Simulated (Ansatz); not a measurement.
Here is the system:

InP:
Space group P6₃/mmc (No. 194); a = b = 3.8841 Å, c = 6.6138 Å, α = β = 90.00°, γ = 120.00°

```json
[
 {"atom": "In", "site": "2a", "symmetry": "-3m.", "x": "0.0000", "y": "0.0000", "z": "0.0000"},
 {"atom": "P", "site": "2c", "symmetry": "-6m2", "x": "0.3333", "y": "0.6667", "z": "0.2500"}
]
```

This is the PBE-relaxed structure.

Q: All from PBE in the plane-wave PAW code Ansatz, unless another level is named. Predict the electronic character.

A: metallic (no gap).

Q: Predict the density of states at the Fermi level.

A: 0.37 states/eV per atom (mean over ±0.08 eV).

Q: Next, the formation energy from the elements (no fitted shifts)?

A: 0.060 eV/atom.

Space group P6_3/mmc (NiAs type). The start of the workflow was typed in or built on a structure type; neither database checked (COD, Materials Project) lists it. It is not the phase usual at ambient conditions (space group No. 216). Symmetry was held in the PBE relaxation; its stability against distortions is not shown here. The references are the lowest solids computed at this level, not always the standard phases. Scalar-relativistic: spin–orbit coupling is off unless named, which matters more the heavier the elements.

Potentials: the later of the program's two PAW sets.
